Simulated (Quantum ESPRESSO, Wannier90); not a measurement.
**Tight-binding from DFT: GeSe (rock salt)**

```
GeSe
1.0
    0.00000     2.80845     2.80845
    2.80845     0.00000     2.80845
    2.80845     2.80845     0.00000
Ge Se
1 1
Cartesian
  0.00000   0.00000   0.00000
  2.80845   2.80845   2.80845
```

Structure: Materials Project mp-10759, symmetrised, not relaxed again. Not found in the COD (Crystallography Open Database) copy used, which has the formula in other groups; not checked further. Level: PBEsol, no spin polarisation, no spin-orbit coupling; pw.x of Quantum ESPRESSO at 69 Ry with PseudoDojo potentials, 10×10×10 k-points, Wannier90. Density: 10×10×10 mesh, cold smearing 0.01 Ry. Spin-orbit coupling, left out, would split the p-like bands by a few tenths of an eV. The gap is small at this level and was sampled on the meshes and a path alone.

The plane-wave run has 25 bands and 30 electrons a cell. On the energy scale of pw.x, whose zero is arbitrary, the valence-band maximum lies at 10.30 eV.

Isolated groups of bands, relative to the valence-band maximum (bands from 16 on overlap up to the last one computed):

| bands | from (eV) | to (eV) | filling | weight on atomic waves |
|---|---|---|---|---|
| 1–5 | -48.12 | -48.11 | filled | Se 3d 100 % |
| 6–10 | -25.10 | -25.09 | filled | Ge 3d 100 % |
| 11 | -14.89 | -12.99 | filled | Se 4s 77 %, Ge 4p 15 %, Ge 4s 6 % |
| 12–15 | -9.50 | 0.00 | filled | Se 4p 53 %, Ge 4s 22 %, Ge 4p 21 % |

Input w.win, without the blocks of cell, atoms and k-points (1000 lines):

```
num_bands = 14
num_wann = 8
exclude_bands = 1-10
num_iter = 800
conv_tol = 1.0e-6
conv_window = 4
dis_num_iter = 1000
dis_conv_tol = 1.0e-6
dis_froz_max = 11.95
write_hr = true
write_u_matrices = true
begin projections
Ge: s;p
Se: s;p
end projections
mp_grid = 10 10 10
```

Task: This input has a fault. Which, and what does the program do?

Result: wannier90.x stops with:
```
w90_wannier90_readwrite_read: mismatch in w.eig
```
num_bands differs from the number of bands in the files, which is the number computed minus those excluded. Mended as below, all else unchanged, the run goes through (Ω_I = 9.7 Å²) and follows the plane-wave bands to 1.9 meV rms (states up to 1.1 eV relative to the valence-band maximum).
```
num_bands = 15
```
